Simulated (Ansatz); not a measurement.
An Ansatz (a program for electronic structure) run. Input:

Ansatz 0.2 input:
```yaml
crystal:
  lattice:
    - [3.4921852754, 0.0, 0.0]
    - [0.0, 3.4921852754, 0.0]
    - [0.0, 0.0, 9.4843288234]
  atoms:
    - { symbol: Na, position: [0.0, 0.0, 0.5] }
    - { symbol: Na, position: [0.5, 0.5, 0.8232917601] }
    - { symbol: Na, position: [0.5, 0.5, 0.1767082399] }
    - { symbol: Cl, position: [0.0, 0.0, 0.0] }
kpoints:
  mp_grid: { grid: [12, 12, 5] }
hamiltonian:
  xc: pbesol
  pseudopotentials: { kind: paw }
scf:
  occupations: { method: fermi_dirac, width: 0.1 }
phonons:
  method: dfpt
  response_accuracy: low
  eigenvectors: true
  rigid_motions: translations
```

Output (shortened):

```
zone centre: on kpoints.mp_grid the ground state, and the responses unless they are solved on pairs of k-points, stand on 147 of the mesh's 720 k-points, …
Pseudopotentials: kind: paw
Pseudopotential: Na, paw, valence charge 9
Pseudopotential: Cl, paw, valence charge 7
Functional definition: PBEsol
Crystal: 4 atoms, lattice volume = 115.665 Å³
Basis set: ecut = 420 eV, 2251 PW (Γ), exchange–correlation on 48×48×128 points (8 copies of the dense FFT grid, shifted against one another)
Bands: 21, of which v1, the nominal top of the filled ones, is band 17 counted from 1 (16 counted from 0)
Symmetry: 16 space group operations
k-points: 147 of 720 (irreducible under 4 space group operations, time reversal used)
PAW frozen core: Na, regenerated for the run's functional, and the local potential with it
PAW frozen core: Cl, regenerated for the run's functional, and the local potential with it
Initial wavefunctions: pseudopotential atomic-orbital guess
Eigensolver: davidson
Functional: x = pbesol(κ = 0.804, μ = 0.12345679012345678), c = pbesol(β = 0.046)
SCF iter   1: F=—  HF=-5491.570656 eV  |F-HF|=—  |Δ(HF+E_count)|=         —  Δρ=3.27e-3  dr2=4.00e-2  ethr=1.77e-3  ⟨swp⟩=5.9  Hψ=13300  notcnv=0
all-band conjugate gradients solve this SCF's bands
preconditioner: auto → Kerker (q_TF=auto, 2.225 Å⁻¹)
SCF iter   2: F=—  HF=-5491.562123 eV  |F-HF|=—  |Δ(HF+E_count)|=   8.53e-3  Δρ=1.76e-3  dr2=2.30e-2  ethr=1.18e-4  ⟨swp⟩=1.0  Hψ=4270  notcnv=0
SCF iter   3: F=—  HF=-5491.557555 eV  |F-HF|=—  |Δ(HF+E_count)|=   4.57e-3  Δρ=8.03e-4  dr2=8.39e-3  ethr=6.76e-5  ⟨swp⟩=2.0  Hψ=3568  notcnv=0
SCF iter   4: F=—  HF=-5491.555178 eV  |F-HF|=—  |Δ(HF+E_count)|=   2.38e-3  Δρ=5.87e-4  dr2=2.19e-3  ethr=2.47e-5  ⟨swp⟩=1.3  Hψ=3133  notcnv=0
SCF iter   5: F=—  HF=-5491.554545 eV  |F-HF|=—  |Δ(HF+E_count)|=   6.32e-4  Δρ=2.65e-4  dr2=2.07e-4  ethr=6.44e-6  ⟨swp⟩=1.8  Hψ=3962  notcnv=0
SCF iter   6: F=—  HF=-5491.554536 eV  |F-HF|=—  |Δ(HF+E_count)|=   9.07e-6  Δρ=1.18e-4  dr2=2.63e-5  ethr=6.10e-7  ⟨swp⟩=2.7  Hψ=5483  notcnv=0
SCF iter   7: F=—  HF=-5491.554533 eV  |F-HF|=—  |Δ(HF+E_count)|=   3.40e-6  Δρ=5.96e-5  dr2=5.09e-6  ethr=7.73e-8  ⟨swp⟩=2.0  Hψ=5240  notcnv=0
SCF iter   8: F=—  HF=-5491.554531 eV  |F-HF|=—  |Δ(HF+E_count)|=   2.33e-6  Δρ=1.91e-5  dr2=7.15e-7  ethr=1.50e-8  ⟨swp⟩=2.0  Hψ=4819  notcnv=0
SCF iter  13: F=-5491.554530 eV  HF=-5491.554530 eV  |F-HF|=1.82e-12  |Δ(HF+E_count)|=  1.00e-11  Δρ=3.91e-8  dr2=3.43e-12  ethr=1.00e-12  ⟨swp⟩=4.0  Hψ=13483  notcnv=0
SCF 1 converged in 13 iterations: F = -5491.554530 eV  dr2 = 3.43e-12
DFPT response loops at Γ: preconditioner auto → Kerker (q_TF=auto, 2.225 Å⁻¹) (partly filled bands, converged f_vac=0.000) …
SCF converged after 13 iterations
Free energy (F): -5491.554530 eV
Harris-Foulkes:  -5491.554530 eV  (|F-HF|=1.82e-12)
Internal energy: -5491.517440 eV  (E = F + TS)
E sigma→0 (E₀):  -5491.535985 eV
Entropy (-TS):   -0.037090 eV (-9.273 meV/atom)
Fermi energy:    3.389503 eV
--- Per-component energies (eV) ---
  E_band       = -721.639379
  E_kinetic    = 522.813333
  E_local      = -4598.313075  (includes V_loc(G=0)·N_el)
  E_nonlocal   = 376.479563
  E_hartree    = 1680.470401
  E_xc         = -220.273551
  E_vxc        = -269.152078  (∫ρ·V_xc dr)
  E_paw        = -1402.120270  (= ΣΔE_a)
  E_vpaw       = -114.407896  (= ΣTr[D̂ρ^β])
  E_aug_tail   = 0.000014  (compensation charges beyond the density's cutoff)
  E_ewald      = -1850.816368
  E_core_change = 0.242513  (= ΣΔE_core)
  E_smearing   = -0.037090  (= −TS)
  E_closure    = 0.000000  (closes the sum)
  Σ components = -5491.554530   (vs F -5491.554530, Δ=0.00e0)
  [band-id]    e_kinetic+e_local+e_nonlocal+2·e_hartree+e_vxc+e_vpaw+e_augmentation_tail = -721.639336   (vs E_band -721.639379, Δ=4.30e-5)
--- Band table (eV; the first three rows and the last of 147) ---
  k-point 0: bands = ["-49.8162", "-49.8147", "-49.2522", "-21.9095", "-21.8861", "-21.8861", "-21.8829", "-21.8829", "-21.8769", "-21.3332", "-21.3209", "-21.3209", "-13.6090", "-2.4839", "-0.7837", "-0.7837", "0.5654", "2.7552", "4.0956", "6.7512", "8.5499"]…
  k-point 1: bands = ["-49.8162", "-49.8147", "-49.2522", "-21.9095", "-21.8861", "-21.8861", "-21.8829", "-21.8829", "-21.8769", "-21.3332", "-21.3209", "-21.3209", "-13.6090", "-2.4892", "-0.7837", "-0.7837", "0.6591", "2.4037", "4.5429", "6.5941", "8.5546"]…
  k-point 2: bands = ["-49.8162", "-49.8147", "-49.2522", "-21.9096", "-21.8861", "-21.8861", "-21.8830", "-21.8830", "-21.8768", "-21.3332", "-21.3209", "-21.3209", "-13.6090", "-2.4977", "-0.7837", "-0.7837", "0.8662", "1.9339", "5.3223", "6.1190", "8.5624"]…
  k-point 146: bands = ["-49.8129", "-49.8114", "-49.2489", "-21.9202", "-21.9202", "-21.9157", "-21.9157", "-21.8965", "-21.8693", "-21.3539", "-21.3539", "-21.3256", "-13.0070", "-2.5254", "-2.5254", "-1.4639", "5.6681", "6.0444", "6.0444", "6.6358", "7.3834"]
  band table: 21 of 21 bands, residual norms ≤ 1.0e-3 eV
--- Phonons (Γ-DFPT): 6 representative perturbations + reference, on 147 of 720 k-points (Σ response iterations 18) ---
  k mesh reduced under 4 symmetry operations, with k and −k counted as one. Each operation leaves every solved displacement unchanged or reverses it
  ASR residual: 3.234e-4 → 0.000e0 eV/Å²; symmetrization residual: 2.480e-5 eV/Å²
  ASR residual per site (eV/Å²): 3.23e-4 1.65e-4 1.65e-4 9.45e-5
  Γ frequencies (cm⁻¹): 0.00 0.00 0.00 50.45 50.45 57.87 57.87 86.64 86.75 86.75 103.81 178.96
  non-analytic LO–TO correction: not included (Born effective charges unavailable; polar crystals: no LO–TO splitting at Γ)
```

Cost: around 2.1 core-minutes (rough) on shared cores.

Space group P4/mmm. The workflow started from a Materials Project entry (that database holds measured and hypothetical structures alike); the Crystallography Open Database copy checked does not list it. Whether it is the stable phase at ambient conditions was not checked. The PBEsol relaxation kept the symmetry of its start; of distortions, only those at the zone centre were tested. As this level gives no gap, phonon frequencies hold no LO–TO term and depend on the k-mesh and smearing (Fermi–Dirac, 0.1 eV here).

Potentials: the later of the program's two PAW sets.

Ansatz is a plane-wave DFT program.
